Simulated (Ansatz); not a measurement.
Crystals of one structure type (rock salt) and one family of elements, relaxed and computed with the program Ansatz at the HSE06 level (PAW).

| crystal | V (Å³/atom) | B₀ by P(V) fit (GPa) |
|---|---|---|
| BeS | 12.23 | 115 |
| CaO | 13.81 | 115 |
| BeSe | 14.63 | ? |
| MgTe | 26.09 | 50.6 |
| CaSe | 26.23 | 50.7 |
| BaS | 32.89 | 44.1 |
| BaTe | 43.71 | 30.2 |

Question: Fit a straight line to ln B₀ against ln V and predict the withheld value.

Answer: Least squares on the 6 shown rows: ln B₀ = -1.09 × ln V + (7.528), with a scatter of 5 %. For BeSe this gives 99.8. The run itself gave 95.0, within the scatter.

Constructed cells (a structure type filled with these elements, in neither database checked): BeS, rock salt; BeSe, rock salt. Standing as an ambient phase not checked: MgTe, rock salt. All cells were relaxed under the symmetry of their starts (and spin orders); stability against distortions was not tested throughout. Spin–orbit coupling is left out wherever it is not named.

Potentials: the later of the program's two PAW sets.
